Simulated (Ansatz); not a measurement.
This is a relaxation of cell and atoms with Ansatz on BaGe₂O₃ in the borrowed LaAl2Cu3 type (No. 65); the level of theory is r2SCAN+rVV10. The starting cell comes from a relaxation with PBEsol.

```yaml
crystal:
  lattice:
    - [2.376487596, -5.208711389, 0.0]
    - [2.376487596, 5.208711389, 0.0]
    - [0.0, 0.0, 3.590506413]
  atoms:
    - { symbol: Ba, position: [0.0, 0.0, 0.0] }
    - { symbol: Ge, position: [0.5, 0.0, 0.5] }
    - { symbol: Ge, position: [0.0, 0.5, 0.5] }
    - { symbol: O, position: [0.7049612626, 0.2950387374, 0.0] }
    - { symbol: O, position: [0.2950387374, 0.7049612626, 0.0] }
    - { symbol: O, position: [0.5, 0.5, 0.5] }
kpoints:
  mp_grid: { grid: [6, 6, 6] }
hamiltonian:
  xc: r2scan
  dispersion: rvv10
scf:
  occupations: { method: fermi_dirac, width: 0.03 }
relax:
  f_tol: 0.01
  cell: {}
  max_steps: 120
```

The trajectory has 17 recorded frames, each with fractional positions and then forces in eV/Å along x, y and z. Some frames, the last among them, repeat a geometry solved again on a basis re-selected at its cell; pressure is positive in compression.

Step 1: energy 0.0 meV/atom from step 1, largest force component 0.006 eV/Å, pressure +0.05 GPa; a = 5.725 Å, b = 5.725 Å, c = 3.591 Å, α = 90.00°, β = 90.00°, γ = 130.95°
```
Ba 0.0000 0.0000 0.0000     0.000   0.000   0.000
Ge 0.5000 0.0000 0.5000     0.000   0.000   0.000
Ge 0.0000 0.5000 0.5000     0.000   0.000   0.000
O  0.7050 0.2950 0.0000     0.000  -0.006   0.000
O  0.2950 0.7050 0.0000     0.000   0.006   0.000
O  0.5000 0.5000 0.5000     0.000   0.000   0.000
```

Step 2: energy -2.7 meV/atom from step 1, largest force component 0.143 eV/Å, pressure -0.93 GPa; a = 5.833 Å, b = 5.833 Å, c = 3.604 Å, α = 90.00°, β = 90.00°, γ = 132.36°
```
Ba 0.0000 0.0000 0.0000     0.000   0.000   0.000
Ge 0.5000 0.0000 0.5000     0.000   0.000   0.000
Ge 0.0000 0.5000 0.5000     0.000   0.000   0.000
O  0.7058 0.2942 0.0000     0.000   0.143   0.000
O  0.2942 0.7058 0.0000     0.000  -0.143   0.000
O  0.5000 0.5000 0.5000     0.000   0.000   0.000
```

Step 3: energy -5.1 meV/atom from step 1, largest force component 0.147 eV/Å, pressure -0.79 GPa; a = 5.873 Å, b = 5.873 Å, c = 3.588 Å, α = 90.00°, β = 90.00°, γ = 132.92°
```
Ba 0.0000 0.0000 0.0000     0.000   0.000   0.000
Ge 0.5000 0.0000 0.5000     0.000   0.000   0.000
Ge 0.0000 0.5000 0.5000     0.000   0.000   0.000
O  0.7039 0.2961 0.0000     0.000   0.147   0.000
O  0.2961 0.7039 0.0000     0.000  -0.147   0.000
O  0.5000 0.5000 0.5000     0.000   0.000   0.000
```

Step 4: energy -7.4 meV/atom from step 1, largest force component 0.141 eV/Å, pressure -0.69 GPa; a = 5.919 Å, b = 5.919 Å, c = 3.572 Å, α = 90.00°, β = 90.00°, γ = 133.55°
```
Ba 0.0000 0.0000 0.0000     0.000   0.000   0.000
Ge 0.5000 0.0000 0.5000     0.000   0.000   0.000
Ge 0.0000 0.5000 0.5000     0.000   0.000   0.000
O  0.7020 0.2980 0.0000     0.000   0.141   0.000
O  0.2980 0.7020 0.0000     0.000  -0.141   0.000
O  0.5000 0.5000 0.5000     0.000   0.000   0.000
```

Step 5: energy -19.0 meV/atom from step 1, largest force component 0.097 eV/Å, pressure +0.41 GPa; a = 6.130 Å, b = 6.130 Å, c = 3.491 Å, α = 90.00°, β = 90.00°, γ = 136.43°
```
Ba 0.0000 0.0000 0.0000     0.000   0.000   0.000
Ge 0.5000 0.0000 0.5000     0.000   0.000   0.000
Ge 0.0000 0.5000 0.5000     0.000   0.000   0.000
O  0.6905 0.3095 0.0000     0.000   0.097   0.000
O  0.3095 0.6905 0.0000     0.000  -0.097   0.000
O  0.5000 0.5000 0.5000     0.000   0.000   0.000
```

**Question.** How does the relaxation go on, and where does it end?

**Answer.**
Step 6: energy -26.6 meV/atom from step 1, largest force component 0.108 eV/Å, pressure -0.38 GPa; a = 6.360 Å, b = 6.360 Å, c = 3.429 Å, α = 90.00°, β = 90.00°, γ = 138.47°
```
Ba 0.0000 0.0000 0.0000     0.000   0.000   0.000
Ge 0.5000 0.0000 0.5000     0.000   0.000   0.000
Ge 0.0000 0.5000 0.5000     0.000   0.000   0.000
O  0.6826 0.3174 0.0000     0.000  -0.108   0.000
O  0.3174 0.6826 0.0000     0.000   0.108   0.000
O  0.5000 0.5000 0.5000     0.000   0.000   0.000
```

Step 7: energy -31.2 meV/atom from step 1, largest force component 0.144 eV/Å, pressure +1.27 GPa; a = 6.582 Å, b = 6.582 Å, c = 3.364 Å, α = 90.00°, β = 90.00°, γ = 140.78°
```
Ba 0.0000 0.0000 0.0000     0.000   0.000   0.000
Ge 0.5000 0.0000 0.5000     0.000   0.000   0.000
Ge 0.0000 0.5000 0.5000     0.000   0.000   0.000
O  0.6788 0.3212 0.0000     0.000  -0.144   0.000
O  0.3212 0.6788 0.0000     0.000   0.144   0.000
O  0.5000 0.5000 0.5000     0.000   0.000   0.000
```

Step 8 (rejected): energy -30.2 meV/atom from step 1, largest force component 0.185 eV/Å, pressure +0.10 GPa; a = 6.825 Å, b = 6.825 Å, c = 3.301 Å, α = 90.00°, β = 90.00°, γ = 141.77°
```
Ba 0.0000 0.0000 0.0000     0.000   0.000   0.000
Ge 0.5000 0.0000 0.5000     0.000   0.000   0.000
Ge 0.0000 0.5000 0.5000     0.000   0.000   0.000
O  0.6829 0.3171 0.0000     0.000   0.185   0.000
O  0.3171 0.6829 0.0000     0.000  -0.185   0.000
O  0.5000 0.5000 0.5000     0.000   0.000   0.000
```

Step 9: energy -33.2 meV/atom from step 1, largest force component 0.059 eV/Å, pressure -0.77 GPa; a = 6.704 Å, b = 6.704 Å, c = 3.364 Å, α = 90.00°, β = 90.00°, γ = 141.17°
```
Ba 0.0000 0.0000 0.0000     0.000   0.000   0.000
Ge 0.5000 0.0000 0.5000     0.000   0.000   0.000
Ge 0.0000 0.5000 0.5000     0.000   0.000   0.000
O  0.6806 0.3194 0.0000     0.000  -0.059   0.000
O  0.3194 0.6806 0.0000     0.000   0.059   0.000
O  0.5000 0.5000 0.5000     0.000   0.000   0.000
```

Step 10: energy -33.6 meV/atom from step 1, largest force component 0.003 eV/Å, pressure +0.06 GPa; a = 6.701 Å, b = 6.701 Å, c = 3.351 Å, α = 90.00°, β = 90.00°, γ = 141.26°
```
Ba 0.0000 0.0000 0.0000     0.000   0.000   0.000
Ge 0.5000 0.0000 0.5000     0.000   0.000   0.000
Ge 0.0000 0.5000 0.5000     0.000   0.000   0.000
O  0.6809 0.3191 0.0000     0.000   0.003   0.000
O  0.3191 0.6809 0.0000     0.000  -0.003   0.000
O  0.5000 0.5000 0.5000     0.000   0.000   0.000
```

Step 11: energy -33.6 meV/atom from step 1, largest force component 0.000 eV/Å, pressure 0.00 GPa; a = 6.705 Å, b = 6.705 Å, c = 3.351 Å, α = 90.00°, β = 90.00°, γ = 141.28°
```
Ba 0.0000 0.0000 0.0000     0.000   0.000   0.000
Ge 0.5000 0.0000 0.5000     0.000   0.000   0.000
Ge 0.0000 0.5000 0.5000     0.000   0.000   0.000
O  0.6809 0.3191 0.0000     0.000   0.000   0.000
O  0.3191 0.6809 0.0000     0.000   0.000   0.000
O  0.5000 0.5000 0.5000     0.000   0.000   0.000
```

Step 12: energy -39.1 meV/atom from step 1, largest force component 0.004 eV/Å, pressure +0.51 GPa; a = 6.705 Å, b = 6.705 Å, c = 3.351 Å, α = 90.00°, β = 90.00°, γ = 141.28°
```
Ba 0.0000 0.0000 0.0000     0.000   0.000   0.000
Ge 0.5000 0.0000 0.5000     0.000   0.000   0.000
Ge 0.0000 0.5000 0.5000     0.000   0.000   0.000
O  0.6809 0.3191 0.0000     0.000  -0.004   0.000
O  0.3191 0.6809 0.0000     0.000   0.004   0.000
O  0.5000 0.5000 0.5000     0.000   0.000   0.000
```

Step 13: energy -41.9 meV/atom from step 1, largest force component 0.002 eV/Å, pressure +0.28 GPa; a = 6.858 Å, b = 6.858 Å, c = 3.330 Å, α = 90.00°, β = 90.00°, γ = 142.29°
```
Ba 0.0000 0.0000 0.0000     0.000   0.000   0.000
Ge 0.5000 0.0000 0.5000     0.000   0.000   0.000
Ge 0.0000 0.5000 0.5000     0.000   0.000   0.000
O  0.6808 0.3192 0.0000     0.000   0.002   0.000
O  0.3192 0.6808 0.0000     0.000  -0.002   0.000
O  0.5000 0.5000 0.5000     0.000   0.000   0.000
```

Step 14: energy -43.3 meV/atom from step 1, largest force component 0.066 eV/Å, pressure +0.11 GPa; a = 7.092 Å, b = 7.092 Å, c = 3.289 Å, α = 90.00°, β = 90.00°, γ = 143.68°
```
Ba 0.0000 0.0000 0.0000     0.000   0.000   0.000
Ge 0.5000 0.0000 0.5000     0.000   0.000   0.000
Ge 0.0000 0.5000 0.5000     0.000   0.000   0.000
O  0.6802 0.3198 0.0000     0.000  -0.066   0.000
O  0.3198 0.6802 0.0000     0.000   0.066   0.000
O  0.5000 0.5000 0.5000     0.000   0.000   0.000
```

Step 15: energy -43.4 meV/atom from step 1, largest force component 0.034 eV/Å, pressure +0.13 GPa; a = 7.114 Å, b = 7.114 Å, c = 3.300 Å, α = 90.00°, β = 90.00°, γ = 143.87°
```
Ba 0.0000 0.0000 0.0000     0.000   0.000   0.000
Ge 0.5000 0.0000 0.5000     0.000   0.000   0.000
Ge 0.0000 0.5000 0.5000     0.000   0.000   0.000
O  0.6814 0.3186 0.0000     0.000   0.034   0.000
O  0.3186 0.6814 0.0000     0.000  -0.034   0.000
O  0.5000 0.5000 0.5000     0.000   0.000   0.000
```

Step 16: energy -43.4 meV/atom from step 1, largest force component 0.001 eV/Å, pressure -0.01 GPa; a = 7.113 Å, b = 7.113 Å, c = 3.295 Å, α = 90.00°, β = 90.00°, γ = 143.80°
```
Ba 0.0000 0.0000 0.0000     0.000   0.000   0.000
Ge 0.5000 0.0000 0.5000     0.000   0.000   0.000
Ge 0.0000 0.5000 0.5000     0.000   0.000   0.000
O  0.6811 0.3189 0.0000     0.000   0.001   0.000
O  0.3189 0.6811 0.0000     0.000  -0.001   0.000
O  0.5000 0.5000 0.5000     0.000   0.000   0.000
```

Step 17: energy -43.7 meV/atom from step 1, largest force component 0.001 eV/Å, pressure 0.00 GPa; a = 7.113 Å, b = 7.113 Å, c = 3.295 Å, α = 90.00°, β = 90.00°, γ = 143.80°
```
Ba 0.0000 0.0000 0.0000     0.000   0.000   0.000
Ge 0.5000 0.0000 0.5000     0.000   0.000   0.000
Ge 0.0000 0.5000 0.5000     0.000   0.000   0.000
O  0.6811 0.3189 0.0000     0.000   0.001   0.000
O  0.3189 0.6811 0.0000     0.000  -0.001   0.000
O  0.5000 0.5000 0.5000     0.000   0.000   0.000
```

The walk took 15 steps, besides SCFs solved again on a fresh basis, and changed the volume by +10.8 %. The last SCF, on a fresh basis, lies 43.7 meV an atom below the first. At the end: space group Cmmm (No. 65), orthorhombic; a = 4.420 Å, b = 13.522 Å, c = 3.295 Å in the conventional setting, 16.41 Å³ an atom. Around Ba lie 4 O at 2.76 Å; around Ge lie 4 O at 2.19 Å and 2 Ge at 2.21 Å; around O lie 4 Ge at 2.19 Å; around O lie 4 Ba at 2.76 Å.

Run as `ansatz run input.yaml --threads 2 --pin off --max-ram 2211MiB --backend cpu --events-out ev --progress --plain --runs-dir out`. It took 4.2 min on 2 threads of Arm Neoverse V2 (shared host), load about 0.4 per core; peak host memory 1 GiB.

These are computed values for a spin-unpolarised cell that may be hypothetical; none is a measurement.
